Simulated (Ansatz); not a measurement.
TePb (rock salt, Fm-3m) at seven volumes, DFT-r²SCAN in the program Ansatz with PAW potentials, scaled uniformly. One row is withheld.

```json
[
 {"V (Å³/atom)": "31.739", "P (GPa)": "4.90"},
 {"V (Å³/atom)": "32.785", "P (GPa)": "2.99"},
 {"V (Å³/atom)": "33.832", "P (GPa)": "?"},
 {"V (Å³/atom)": "34.878", "P (GPa)": "0.00"},
 {"V (Å³/atom)": "35.924", "P (GPa)": "-1.17"},
 {"V (Å³/atom)": "36.971", "P (GPa)": "-2.16"},
 {"V (Å³/atom)": "38.017", "P (GPa)": "-2.99"}
]
```

Task: Fit the shown pressures and predict the withheld one.

Result: P = (3/2)B₀(x^(7/2) − x^(5/2))[1 + (3/4)(B′ − 4)(x − 1)] with x = (V₀/V)^(2/3). Least squares on the six rows gives V₀ = 34.875 Å³/atom, B₀ = 42.1 GPa, B′ = 4.48. At V = 33.832, x = 1.0204 and P = 1.37 GPa. The run itself gave 1.37 GPa.

Symmetry was held in the r²SCAN relaxation. Scalar-relativistic: spin–orbit coupling is off unless named, which matters more the heavier the elements.

Potentials: the later of the program's two PAW sets.
